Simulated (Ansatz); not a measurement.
The relaxed structure here is a generated cell of YMnO3: the first start was made by placing the elements on the sites of a structure type, and the end was not matched to a known phase here, so it may be hypothetical.

A relaxed structure of YMnO3. Space group R-3c (No. 167). Level of theory: r2SCAN (plane waves to 500 eV, PAW, scalar-relativistic; Ansatz, an electronic-structure program).

```cif
data_Mn2O6Y2
_chemical_formula_sum 'Y2 Mn2 O6'
_space_group_name_H-M_alt 'P 1'
_space_group_IT_number 1
_cell_length_a 5.33664
_cell_length_b 5.33664
_cell_length_c 5.33664
_cell_angle_alpha 61.629
_cell_angle_beta 61.629
_cell_angle_gamma 61.629
loop_
_space_group_symop_operation_xyz
  'x, y, z'
loop_
_atom_site_label
_atom_site_type_symbol
_atom_site_fract_x
_atom_site_fract_y
_atom_site_fract_z
_atom_site_occupancy
Y1 Y 0.25000 0.25000 0.25000 1
Y2 Y 0.75000 0.75000 0.75000 1
Mn1 Mn 0.00000 0.00000 0.00000 1
Mn2 Mn 0.50000 0.50000 0.50000 1
O1 O 0.65665 0.84335 0.25000 1
O2 O 0.25000 0.65665 0.84335 1
O3 O 0.84335 0.25000 0.65665 1
O4 O 0.34335 0.15665 0.75000 1
O5 O 0.75000 0.34335 0.15665 1
O6 O 0.15665 0.75000 0.34335 1
```

```json
{
 "volume_per_atom": "11.14 Å³",
 "band_gap": "no gap: a half-metal at this level (one spin channel is gapped at the Fermi level)",
 "magnetic_moment": "net 0.80 μB/atom, ferromagnetic",
 "shortest_distances": "Mn–O 1.98 Å; O–Y 2.22 Å; O–O 2.72 Å; Mn–Y 3.23 Å",
 "k-mesh": "11×11×11"
}
```

Spin state reached: ferromagnetic (net 0.80 μB/atom), from parallel starting moments; other spin orders were not run from this start. r2SCAN tends to overstate moments in metals. The d or f electrons are treated with no Hubbard U. A magnetic insulating state can be missed without it.

The run could not lose the symmetry of its start: the end is stationary, and may be a saddle point rather than a minimum.
